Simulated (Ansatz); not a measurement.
In3SbTe2:
```xyz
6
Lattice="-2.2067 3.1034 6.6143 2.2067 -3.1034 6.6143 2.2067 3.1034 -6.6143" Properties=species:S:1:pos:R:3 pbc="T T T"
In     0.0000     0.0000     0.0000
In     0.0000     0.0000     8.7209
In     0.0000     0.0000     4.5077
Sb     0.0000     3.1034     0.0000
Te     2.2067     0.0000     2.2779
Te     0.0000     3.1034     4.3364
```

Relaxed with PBE. Special points in fractions of this cell's reciprocal vectors: Γ (0.000, 0.000, 0.000); X (0.500, 0.500, -0.500); F2 (0.278, 0.722, -0.278); Σ0 (-0.278, 0.278, 0.278); Y0 (0.305, -0.305, 0.305); U0 (0.695, 0.305, -0.305); R (0.000, 0.500, 0.000); W (0.250, 0.250, 0.250); S (0.500, 0.000, 0.000); T (0.000, 0.000, 0.500).

List the band energies nearest the Fermi level at these points for plane-wave PAW PBE (Ansatz code).

In eV from the Fermi level; about four levels below and three above (degenerate sets whole), none deeper than 8.9 eV; points with the same levels are listed once.

```tsv
k	below	above
Γ	-0.95 -0.80 -0.57 -0.12	4.07 4.10 4.32
X	-2.34 -1.77 -0.90 -0.07	1.43 1.90 2.54
F2	-2.19 -1.97 -1.89 -1.08	0.41 3.26 3.38
Y0	-1.27 -0.86 -0.56 -0.47	1.36 1.58 2.34
R	-2.46 -2.30 -1.88 -0.06	0.46 3.09 3.20
W	-2.19 -1.62 -1.40 -1.40	0.50 0.89 1.59
S	-1.69 -1.34 -0.81 -0.50	0.09 0.44 1.58
T	-2.95 -2.78 -0.80 -0.65	0.42 1.34 1.53
```

Space group Immm. The workflow started from a Materials Project entry (that database holds measured and hypothetical structures alike); the Crystallography Open Database copy checked does not list it. Its standing as an ambient phase is unchecked. Symmetry was held in the PBE relaxation; whether a distortion lowers the energy is not shown. Scalar-relativistic: spin–orbit coupling is off unless named, which matters more the heavier the elements.

Potentials: the later of the program's two PAW sets.
